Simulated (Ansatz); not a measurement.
CsPbBr$_{3}$ (cubic perovskite)

```xyz
5
Lattice="6.0031 0.0000 0.0000 0.0000 6.0031 0.0000 0.0000 0.0000 6.0031" Properties=species:S:1:pos:R:3 pbc="T T T"
Cs     0.0000     0.0000     0.0000
Pb     3.0015     3.0015     3.0015
Br     0.0000     3.0015     3.0015
Br     3.0015     3.0015     0.0000
Br     3.0015     0.0000     3.0015
```

In this cell atom 1 (Cs, nearest neighbour Br at 4.245 Å; its periodic images, 6.0 Å or more away, move with it) is moved by s along Cartesian x, unit vector (1.000, 0.000, 0.000); all other atoms and the cell stay fixed.

Level of theory: PBE (plane waves to 420 eV, PAW, scalar-relativistic; Ansatz, an electronic-structure program). k mesh 5×5×5 (Γ-centred), Fermi-Dirac smearing 0.05 eV. E stands for the smeared free energy. Stress and pressure are positive under compression. F∥ is the force on the atom along that direction. CsPbBr3 was relaxed with its symmetry unable to fall. Spin-orbit coupling is left out, though Pb is heavy. This is a high-temperature form of CsPbBr3. ΔE is measured from the undisplaced structure.

```json
[
 {"s (Å)": "-0.850", "ΔE (meV/cell)": "51.2", "F∥ (eV/Å)": "0.214", "P (GPa)": "0.44"},
 {"s (Å)": "-0.680", "ΔE (meV/cell)": "23.3", "F∥ (eV/Å)": "0.119", "P (GPa)": "0.25"},
 {"s (Å)": "-0.510", "ΔE (meV/cell)": "8.7", "F∥ (eV/Å)": "0.057", "P (GPa)": "0.12"},
 {"s (Å)": "-0.340", "ΔE (meV/cell)": "2.5", "F∥ (eV/Å)": "0.021", "P (GPa)": "0.03"},
 {"s (Å)": "-0.170", "ΔE (meV/cell)": "0.4", "F∥ (eV/Å)": "0.006", "P (GPa)": "-0.02"},
 {"s (Å)": "0.000", "ΔE (meV/cell)": "0.0", "F∥ (eV/Å)": "0.000", "P (GPa)": "-0.04"},
 {"s (Å)": "0.170", "ΔE (meV/cell)": "0.4", "F∥ (eV/Å)": "-0.006", "P (GPa)": "-0.02"},
 {"s (Å)": "0.340", "ΔE (meV/cell)": "2.5", "F∥ (eV/Å)": "-0.021", "P (GPa)": "0.03"},
 {"s (Å)": "0.510", "ΔE (meV/cell)": "8.7", "F∥ (eV/Å)": "-0.057", "P (GPa)": "0.12"},
 {"s (Å)": "0.680", "ΔE (meV/cell)": "23.3", "F∥ (eV/Å)": "-0.119", "P (GPa)": "0.25"},
 {"s (Å)": "0.850", "ΔE (meV/cell)": "51.2", "F∥ (eV/Å)": "-0.214", "P (GPa)": "0.44"}
]
```

Read from the data:

- Energy at s = 0.850 Å: 51.2 meV/cell
- Force along the line at s = -0.850 Å: 0.214 eV/Å
- Symmetry of the curve: even: the same for both signs
- Shape of the curve: a single well with its minimum at or next to zero displacement
- Force constant k = d²E/ds² at s = 0 (finite differences): 0.02 eV/Å²

(A displaced cell: forces are minus the slopes of the energy, force constants its curvatures, and phonons follow from these.)
